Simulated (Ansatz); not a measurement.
**TiClO, a database entry at a rescaled volume**

```
O Cl Ti
1.0
     3.78294    3.35829    0.00000
     3.78294   -3.35829    0.00000
     0.00000    0.00000    8.03851
O Cl Ti
4 4 4
Direct
  0.25000 0.50000 0.94460
  0.75000 0.00000 0.94460
  0.25000 0.00000 0.05540
  0.75000 0.50000 0.05540
  0.25000 0.00000 0.66804
  0.75000 0.50000 0.66804
  0.25000 0.50000 0.33196
  0.75000 0.00000 0.33196
  0.00000 0.25000 0.88068
  0.50000 0.75000 0.88068
  0.00000 0.75000 0.11932
  0.50000 0.25000 0.11932
```

The numbers come from plane-wave PAW DFT (Ansatz): r2SCAN, with U_eff = 3.72 eV on Ti d (all-electron-ortho-atomic projectors), collinear spin, 500 eV, 4×4×3 Γ-centred k points, fermi-dirac occupations (width 0.1 eV). Nothing was relaxed.

Magnetic state (reached from a saved solution, and it need not be the lowest): Ti9 up, Ti10 down, Ti11 down, Ti12 up.

(1) How is the charge shared?

(2) Metal or insulator? Give the gap.

(3) What do density and ELF say about some of the short contacts?

(4) Where is the largest force?

Origin: a database entry at a rescaled volume.

## Answers

(1) Bader charges in e: Ti +2.07, Cl -0.69, O -1.38. In the mean Ti gives up most and O takes most.

(2) The gap is 3.11 eV, indirect or between spins (the least direct gap found is 3.33 eV). A semilocal functional usually gives too small a gap.

(3) O–Ti at 1.96 Å: least valence density 0.68 e/Å³ and ELF 0.20 there. Cl–Ti at 2.40 Å: least valence density 0.40 e/Å³ and ELF 0.15 there. Both are smooth PAW fields, read partly inside the augmentation spheres.

(4) The largest is on Cl6 (and as large on other atoms): 0.43 eV/Å, components (0.00, 0.00, -0.43). It makes 136° with the line to a nearest neighbour, Ti9 at 2.40 Å, pointing away from it.
